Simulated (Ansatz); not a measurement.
# Kick test of a cell of Al₃CoNi₂

The cell was found from a structure generator's guess, not taken from experiment.

Method: Ansatz, DFT PBE, scalar-relativistic, plane waves, PAW. Settings: cutoff 420 eV, Γ-centred mesh 14×14×4 on the computed 6-atom cell, Gaussian smearing of 0.10 eV; collinear spin from starting moments 0.0 0.0 0.0 0.3 0.0 0.0 μB.

The cell below (6 atoms, space group P4/mmm (No. 123)) is relaxed within its symmetry.

```
CELL_PARAMETERS angstrom
2.85242 0.00000 0.00000
0.00000 2.85242 0.00000
0.00000 0.00000 8.80995
ATOMIC_POSITIONS crystal
Al 0.50000 0.50000 0.83625
Al 0.50000 0.50000 0.16375
Al 0.50000 0.50000 0.50000
Co 0.00000 0.00000 0.00000
Ni 0.00000 0.00000 0.66880
Ni 0.00000 0.00000 0.33120
```

For the test a repeat of it with 12 atoms (edges 2.85, 5.70, 8.81 Å) was strained at random (σ = 1.5 % a component), the atoms were moved at random (σ = 0.10 Å), and all was relaxed again on a coarse 8×4×4 mesh (in the run’s order of axes) with 0.20 eV smearing, with no symmetry imposed.

Question: Is the structure stable against such a distortion?

Answer: It returns, within 1 meV/atom of the unmoved cell on that mesh and with the same symmetry when read at 0.1 Å. So it is stable against the distortions that fit this cell and that this random move excites. Modes that don't fit the cell aren't tested.
